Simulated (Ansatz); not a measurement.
Ru (hcp (Mg type), P6_3/mmc) at seven volumes, r²SCAN (plane waves, PAW; program Ansatz), shape and atoms relaxed at each. One row is withheld.

| V (Å³/atom) | P (GPa) |
|---|---|
| 12.280 | 39.92 |
| 12.685 | 24.25 |
| 13.090 | ? |
| 13.495 | -0.01 |
| 13.900 | -9.30 |
| 14.305 | -17.09 |
| 14.710 | -23.59 |

### Question
Fit the shown pressures and predict the withheld one.

### Answer
P = (3/2)B₀(x^(7/2) − x^(5/2))[1 + (3/4)(B′ − 4)(x − 1)] with x = (V₀/V)^(2/3). Least squares on the six rows gives V₀ = 13.495 Å³/atom, B₀ = 337 GPa, B′ = 4.83. At V = 13.090, x = 1.0205 and P = 11.05 GPa. The run itself gave 11.07 GPa.

The r²SCAN relaxation kept the symmetry of its start; of distortions, only those at the zone centre were tested. The run is not spin-polarised.

Potentials: the later of the program's two PAW sets.
